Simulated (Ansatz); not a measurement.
AgI:
```
AgI
1.0
    0.00000     3.31405     3.31405
    3.31405     0.00000     3.31405
    3.31405     3.31405     0.00000
Ag I
1 1
Direct
  0.00000   0.00000   0.00000
  0.25000   0.25000   0.25000
```

Relaxed with PBE. Special points in fractions of this cell's reciprocal vectors: Γ (0.000, 0.000, 0.000); X (0.500, 0.000, 0.500); U (0.625, 0.250, 0.625); K (0.375, 0.375, 0.750); L (0.500, 0.500, 0.500); W (0.500, 0.250, 0.750).

List the band energies nearest the valence-band maximum at these points for PBE with spin–orbit coupling in the plane-wave PAW code Ansatz.

In eV from the valence-band maximum; about four levels below and three above (degenerate sets whole), none deeper than 8.9 eV; points with the same levels are listed once.

```csv
k,below,above
Γ,0.00 0.00 0.00 0.00,1.12 1.12 5.45 5.45
X,-2.02 -2.02 -1.60 -1.60,3.55 3.55 3.63 3.63
U,-2.06 -1.96 -1.47 -1.43,3.70 3.78 4.68
L,-1.01 -1.01 -0.69 -0.69,2.56 2.56 6.04 6.04
W,-2.15 -2.10 -1.64 -1.63,4.19 4.54 5.06
```

Space group F-43m (zinc blende). Symmetry was held in the PBE relaxation. The run is not spin-polarised.

Potentials: the later of the program's two PAW sets.
